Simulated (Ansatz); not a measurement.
MgIn₂S₄:
Space group Fd-3m, origin choice 1 (No. 227); a = 10.6616 Å, b = 10.6616 Å, c = 10.6616 Å, α = 90.00°, β = 90.00°, γ = 90.00°

```
atom  site  symmetry       x       y       z
----  ----  --------  ------  ------  ------
Mg      8a      -43m  0.0000  0.0000  0.0000
In     16d      .-3m  0.6250  0.6250  0.6250
S      32e       .3m  0.3821  0.3821  0.3821
```
(The calculation used a cell of 14 atoms; values per cell refer to that cell.)

Relaxed with LDA.

Question: Which orbitals make up the states near the band edges in LDA in the plane-wave PAW code Ansatz?

Answer: Top 1 eV of the valence band: S 3p 94 %. Bottom 1 eV of the conduction band: In 5s 40 %, S 3p 34 %, outside the projected shells 18 %. Projections are on Löwdin-orthogonalised atomic valence shells; empty p or d shells of many metals are not among them.

Question: Tabulate the density of states.

Answer: States/eV per cell of 14 atoms, in 0.25 eV bins, energy from the valence-band maximum.

| E (eV) | total | S 3p | In 5p | In 5s |
|---|---|---|---|---|
| -7.85 | 0.00 | 0.00 | 0.00 | 0.00 |
| -7.60 | 0.00 | 0.00 | 0.00 | 0.00 |
| -7.35 | 0.00 | 0.00 | 0.00 | 0.00 |
| -7.10 | 0.00 | 0.00 | 0.00 | 0.00 |
| -6.85 | 0.00 | 0.00 | 0.00 | 0.00 |
| -6.60 | 0.00 | 0.00 | 0.00 | 0.00 |
| -6.35 | 0.00 | 0.00 | 0.00 | 0.00 |
| -6.10 | 0.00 | 0.00 | 0.00 | 0.00 |
| -5.85 | 0.00 | 0.00 | 0.00 | 0.00 |
| -5.60 | 1.39 | 0.78 | 0.00 | 0.53 |
| -5.35 | 15.14 | 7.98 | 0.05 | 6.08 |
| -5.10 | 4.62 | 2.54 | 0.02 | 1.42 |
| -4.85 | 5.73 | 3.23 | 0.04 | 1.47 |
| -4.60 | 5.58 | 3.33 | 0.14 | 1.03 |
| -4.35 | 1.15 | 0.78 | 0.17 | 0.02 |
| -4.10 | 1.84 | 1.27 | 0.31 | 0.05 |
| -3.85 | 4.50 | 3.09 | 0.99 | 0.10 |
| -3.60 | 8.16 | 5.70 | 1.94 | 0.14 |
| -3.35 | 8.26 | 5.92 | 1.79 | 0.17 |
| -3.10 | 5.59 | 4.18 | 0.88 | 0.14 |
| -2.85 | 7.27 | 5.52 | 1.01 | 0.09 |
| -2.60 | 11.50 | 8.98 | 1.41 | 0.15 |
| -2.35 | 10.16 | 8.08 | 1.28 | 0.14 |
| -2.10 | 8.74 | 6.91 | 1.26 | 0.13 |
| -1.85 | 6.43 | 5.22 | 0.86 | 0.10 |
| -1.60 | 12.15 | 10.50 | 0.97 | 0.15 |
| -1.35 | 12.16 | 10.76 | 0.79 | 0.07 |
| -1.10 | 14.78 | 13.21 | 0.88 | 0.09 |
| -0.85 | 9.89 | 8.97 | 0.49 | 0.04 |
| -0.60 | 14.59 | 13.64 | 0.44 | 0.02 |
| -0.35 | 10.99 | 10.49 | 0.17 | 0.01 |
| -0.10 | 11.36 | 11.04 | 0.05 | 0.01 |
| 0.15 | 0.00 | 0.00 | 0.00 | 0.00 |
| 0.40 | 0.00 | 0.00 | 0.00 | 0.00 |
| 0.65 | 0.00 | 0.00 | 0.00 | 0.00 |
| 0.90 | 0.00 | 0.00 | 0.00 | 0.00 |
| 1.15 | 0.00 | 0.00 | 0.00 | 0.00 |
| 1.40 | 0.00 | 0.00 | 0.00 | 0.00 |
| 1.65 | 0.07 | 0.02 | 0.00 | 0.03 |
| 1.90 | 0.77 | 0.27 | 0.01 | 0.32 |
| 2.15 | 1.41 | 0.48 | 0.03 | 0.57 |
| 2.40 | 2.17 | 0.74 | 0.07 | 0.87 |
| 2.65 | 3.21 | 1.14 | 0.11 | 1.30 |
| 2.90 | 5.47 | 2.04 | 0.17 | 2.27 |
| 3.15 | 7.48 | 2.89 | 0.24 | 3.18 |
| 3.40 | 8.21 | 3.26 | 0.23 | 3.59 |
| 3.65 | 3.22 | 1.26 | 0.09 | 1.48 |
| 3.90 | 0.30 | 0.01 | 0.08 | 0.00 |
| 4.15 | 1.49 | 0.11 | 0.44 | 0.02 |
| 4.40 | 3.61 | 0.29 | 1.43 | 0.06 |
| 4.65 | 6.01 | 0.52 | 2.29 | 0.10 |
| 4.90 | 9.52 | 0.96 | 3.46 | 0.16 |
| 5.15 | 7.82 | 0.80 | 2.58 | 0.10 |
| 5.40 | 5.09 | 0.57 | 1.65 | 0.06 |
| 5.65 | 4.75 | 0.55 | 1.69 | 0.08 |
| 5.90 | 11.03 | 1.22 | 3.50 | 0.19 |
| 6.15 | 10.83 | 1.18 | 3.57 | 0.10 |
| 6.40 | 12.51 | 1.28 | 4.12 | 0.14 |

The workflow started from a Materials Project entry (that database holds measured and hypothetical structures alike); the Crystallography Open Database files this formula in space group No. 227, but the cells were not matched. Its standing as an ambient phase is unchecked. The cell was relaxed with LDA under the symmetry of its start; of distortions, only those at the zone centre were tested. Spin–orbit coupling is left out wherever it is not named.

Potentials: the later of the program's two PAW sets.
